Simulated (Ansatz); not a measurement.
LaTeCl:
```cif
data_Cl2La2Te2
_chemical_formula_sum 'La2 Te2 Cl2'
_space_group_name_H-M_alt 'P 1'
_space_group_IT_number 1
_cell_length_a 4.43973
_cell_length_b 4.43973
_cell_length_c 8.12276
_cell_angle_alpha 90.000
_cell_angle_beta 90.000
_cell_angle_gamma 90.000
loop_
_space_group_symop_operation_xyz
  'x, y, z'
loop_
_atom_site_label
_atom_site_type_symbol
_atom_site_fract_x
_atom_site_fract_y
_atom_site_fract_z
_atom_site_occupancy
La1 La 0.00000 0.50000 0.76064 1
La2 La 0.50000 0.00000 0.23936 1
Te1 Te 0.00000 0.50000 0.36154 1
Te2 Te 0.50000 0.00000 0.63846 1
Cl1 Cl 0.00000 0.00000 0.00000 1
Cl2 Cl 0.50000 0.50000 0.00000 1
```

Relaxed with LDA.

Q: Which orbitals make up the states near the band edges in the program Ansatz at the LDA level (PAW)?

A: Top 1 eV of the valence band: Te 5p 71 %, La 5d 14 %, La 4f 6 %, Cl 3p 6 %. Bottom 1 eV of the conduction band: La 5d 60 %, La 4f 28 %. Projections are on Löwdin-orthogonalised atomic valence shells; empty p or d shells of many metals are not among them.

Q: Tabulate the density of states.

A: States/eV per cell of 6 atoms, in 0.25 eV bins, energy from the valence-band maximum.

```tsv
E (eV)	total	La 4f	Cl 3p	Te 5p
-7.85	0.00	0.00	0.00	0.00
-7.60	0.00	0.00	0.00	0.00
-7.35	0.00	0.00	0.00	0.00
-7.10	0.00	0.00	0.00	0.00
-6.85	0.00	0.00	0.00	0.00
-6.60	0.00	0.00	0.00	0.00
-6.35	0.00	0.00	0.00	0.00
-6.10	1.00	0.01	0.77	0.04
-5.85	3.47	0.02	2.74	0.11
-5.60	4.22	0.03	3.33	0.13
-5.35	3.51	0.03	2.71	0.16
-5.10	5.57	0.06	4.21	0.36
-4.85	9.77	0.10	7.69	0.32
-4.60	4.48	0.04	3.71	0.09
-4.35	1.76	0.02	1.46	0.04
-4.10	2.20	0.03	1.84	0.06
-3.85	1.87	0.03	1.56	0.06
-3.60	2.07	0.03	1.68	0.11
-3.35	3.50	0.04	2.19	0.72
-3.10	4.79	0.06	2.39	1.52
-2.85	5.70	0.10	1.69	2.91
-2.60	6.78	0.13	1.66	3.73
-2.35	2.02	0.05	0.22	1.34
-2.10	1.21	0.03	0.13	0.82
-1.85	4.97	0.13	0.31	3.42
-1.60	6.44	0.17	0.31	4.46
-1.35	5.48	0.17	0.29	3.64
-1.10	6.57	0.23	0.31	4.52
-0.85	3.57	0.18	0.18	2.48
-0.60	2.51	0.16	0.14	1.79
-0.35	2.18	0.15	0.14	1.61
-0.10	0.34	0.02	0.03	0.26
0.15	0.00	0.00	0.00	0.00
0.40	0.02	0.00	0.00	0.00
0.65	0.19	0.02	0.00	0.01
0.90	0.37	0.07	0.00	0.01
1.15	0.54	0.16	0.00	0.02
1.40	1.38	0.66	0.02	0.04
1.65	5.00	3.48	0.03	0.05
1.90	43.13	38.58	0.10	0.14
```

Space group P4/nmm. The workflow started from a Materials Project entry (that database holds measured and hypothetical structures alike); the Crystallography Open Database copy checked does not list it. Its standing as an ambient phase is unchecked. Symmetry was held in the LDA relaxation; of distortions, only those at the zone centre were tested. Spin–orbit coupling is left out wherever it is not named.

Potentials: the later of the program's two PAW sets.
